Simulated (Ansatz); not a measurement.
Input and command of a plane-wave DFT calculation in Ansatz:

```yaml
crystal:
  lattice:
    - [3.4742377921, 0.0, 0.0]
    - [-1.737118896, 3.0087781868, 0.0]
    - [0.0, 0.0, 5.268]
  atoms:
    - { symbol: Sc, position: [0.3333333333, 0.6666666667, 0.25] }
    - { symbol: Sc, position: [0.6666666667, 0.3333333333, 0.75] }
basis:
  ecutwfc: 420
kpoints:
  mp_grid: { grid: [18, 18, 10] }
hamiltonian:
  xc: pbesol
scf:
  occupations: { method: gaussian, width: 0.15 }
output:
  forces: true
  stress: true
  eigenvalues: true
```

```bash
ansatz run input.yaml --threads 1 --pin off --max-ram 2560MiB --backend cpu --events-out ev --progress --plain --runs-dir out
```

Processor: Arm Neoverse V2, 1 thread, on a host shared with other jobs.

Task: Estimate time, memory and problem size.

Result: About 6.8 s on 1 thread of Arm Neoverse V2 (shared host), peak memory 0.41 GiB. It solves 15 bands at 222 k points (the mesh reduced by symmetry) with about 1091 plane waves, in 6 SCF iterations.
